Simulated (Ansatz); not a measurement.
C (diamond)

```
CELL_PARAMETERS angstrom
      0.00000     3.57157     3.57157
      1.78578     0.00000     1.78578
      1.78578     1.78578     0.00000
ATOMIC_POSITIONS crystal
  C  0.25000 0.50000 0.50000
  C  0.75000 0.50000 0.50000
  C  0.37500 0.75000 0.75000
  C  0.87500 0.75000 0.75000
```

The atoms are displaced by Q × the pattern below (from a DFPT mode at L = (0.5, 0.0, 0.0), largest move 1; Q in Å), at fixed cell. (q is in reciprocal vectors of the primitive cell; the cell shown is doubled to hold the pattern.)

```csv
atom,x,y,z
C1,-0.577,0.577,0.577
C2,0.577,-0.577,-0.577
C3,0.577,-0.577,-0.577
C4,-0.577,0.577,0.577
```

Calculation: PBE (plane waves to 420 eV, PAW, scalar-relativistic; Ansatz, a program for electronic structure). k mesh 8×16×16 (Γ-centred), Fermi-Dirac smearing 0.05 eV. Energies are smeared free energies. C was relaxed with its symmetry unable to fall. The zero of ΔE is the undisplaced structure.

```tsv
Q (Å)	ΔE (meV/cell)
-0.100	1345
-0.067	604
-0.033	152
0.000	0
0.033	152
0.067	604
0.100	1345
```

### Question
Which DFPT wavenumber at L = (0.5, 0.0, 0.0) belongs to this mode?
(A) 1039 cm⁻¹
(B) 1246 cm⁻¹
(C) 546 cm⁻¹

### Answer
B, 1246 cm⁻¹. The curvature of the scan gives 1246 cm⁻¹

(A displaced cell: forces are minus the slopes of the energy, force constants its curvatures, and phonons follow from these.)
